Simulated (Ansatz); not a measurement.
An Ansatz input:

```yaml
crystal:
  lattice:
    - [0.0, 4.0070650946, 4.0070650946]
    - [4.0070650946, 0.0, 4.0070650946]
    - [4.0070650946, 4.0070650946, 0.0]
  atoms:
    - { symbol: Ca, position: [0.125, 0.125, 0.125] }
    - { symbol: Ca, position: [0.875, 0.875, 0.875] }
hamiltonian:
  xc: lda
  pseudopotentials:
    kind: paw
    azcp:
      Ca: "pseudopotentials/Ca.paw.azcp"
basis:
  ecutwfc: 420
  fft_grid_basis: typed
kpoints:
  mp_grid: { grid: [8, 8, 8], shift: [0, 0, 0] }
magnetization:
  spin_polarized: false
scf:
  occupations: { method: fermi_dirac, width: 0.1 }
  lower_state_search: "off"
output:
  stress: true
```

and its output:

```
Warning: the record states the generating functional pbe (its physics header spells it `PBE`), which answers neither for hamiltonian.xc's functional nor for the lda family's — results may be inconsistent (PPs are generated against a specific XC)
Engine: ansatz 0.2.0, aarch64-unknown-linux-gnu
Pseudopotentials: kind: paw
Pseudopotential: Ca, paw, valence charge 10, recommended cutoff 420 eV (normal) 
Functional definition: SPW92
  exchange = slater_x
  correlation = pw_c
Crystal: 2 atoms, lattice volume = 128.679 Å³
Basis set: ecut = 420 eV, 2565 PW (Γ)
Bands: 14, of which v1, the nominal top of the filled ones, is band 10 counted from 1 (9 counted from 0)
Symmetry: 48 space group operations
Space group: Fd-3m (ITA 227), of the structure as read, at distance tolerance 5.0e-5 Å
k-points: 29 of 512
Non-local potential: Ca, projectors of the file, l = 0: 3, l = 1: 2, l = 2: 2
PAW form: soft (Blöchl's): semilocal exchange-correlation on the pseudo side does not see the compensation charge
PAW frozen core: Ca, regenerated for the run's functional, and the local potential with it (the file was generated under x = pbe(κ = 0.804, μ = 0.2195149727645171), c = pbe(β = 0.06672455060314922))
PAW one-centre angular grid: Ca, 110 points (default); XC on 64 Gauss nodes
Initial density: superposition of atomic densities (neutral atoms: chi_scale 0, normalization atom), corrected by the library's trained network
Initial wavefunctions: pseudopotential atomic-orbital guess
Functional: x = slater, c = lda
SCF iter   1: F=—  HF=-3542.983755 eV  |F-HF|=—  |Δ(HF+E_count)|=         —  Δρ=3.03e-3  dr2=7.12e-3  ethr=1.77e-3  ⟨swp⟩=6.8  Hψ=2514  notcnv=0
SCF iter   2: F=—  HF=-3542.984496 eV  |F-HF|=—  |Δ(HF+E_count)|=   7.41e-4  Δρ=1.60e-3  dr2=1.73e-3  ethr=3.56e-5  ⟨swp⟩=2.1  Hψ=768  notcnv=0
SCF iter   3: F=—  HF=-3542.984829 eV  |F-HF|=—  |Δ(HF+E_count)|=   3.33e-4  Δρ=2.46e-4  dr2=1.13e-4  ethr=8.67e-6  ⟨swp⟩=2.1  Hψ=535  notcnv=0
SCF iter   4: F=—  HF=-3542.984873 eV  |F-HF|=—  |Δ(HF+E_count)|=   4.40e-5  Δρ=7.26e-5  dr2=1.79e-5  ethr=5.67e-7  ⟨swp⟩=2.0  Hψ=522  notcnv=0
SCF iter   5: F=—  HF=-3542.984877 eV  |F-HF|=—  |Δ(HF+E_count)|=   3.87e-6  Δρ=1.72e-5  dr2=1.13e-6  ethr=8.96e-8  ⟨swp⟩=2.0  Hψ=468  notcnv=0
SCF iter   6: F=-3542.984877 eV  HF=-3542.984877 eV  |F-HF|=1.15e-8  |Δ(HF+E_count)|=   9.67e-8  Δρ=5.58e-6  dr2=6.73e-8  ethr=5.00e-10  ⟨swp⟩=3.0  Hψ=1550  notcnv=0
SCF 1 converged in 6 iterations: F = -3542.984877 eV  dr2 = 6.73e-8
SCF converged after 6 iterations
Free energy (F): -3542.984877 eV
Harris-Foulkes:  -3542.984877 eV  (|F-HF|=1.15e-8)
Internal energy: -3542.861137 eV  (E = F + TS)
E sigma→0 (E₀):  -3542.923007 eV
Entropy (-TS):   -0.123739 eV (-61.870 meV/atom)
Fermi energy:    2.198015 eV
--- Per-component energies (eV) ---
  E_band       = -414.433008
  E_kinetic    = 548.151912
  E_local      = -2089.597266  (includes V_loc(G=0)·N_el)
  E_nonlocal   = 134.907072
  E_hartree    = 728.632240
  E_xc         = -265.303957
  E_vxc        = -333.282459  (∫ρ·V_xc dr)
  E_paw        = -1632.327243  (= ΣΔE_a)
  E_vpaw       = -131.884794  (= ΣTr[D̂ρ^β])
  E_aug_tail   = -0.000010  (compensation charges beyond the density's cutoff)
  E_ewald      = -967.890217
  E_core_change = 0.566332  (= ΣΔE_core)
  E_smearing   = -0.123739  (= −TS)
  E_closure    = 0.000000  (closes the sum)
  Σ components = -3542.984877   (vs F -3542.984877, Δ=0.00e0)
--- Stress (GPa, compression-positive) ---
        0.418049      -0.000000       0.000000
       -0.000000       0.418049       0.000000
       -0.000000       0.000000       0.418049
  P = ⅓ Tr σ = 0.4180 GPa (4.180 kbar)
```
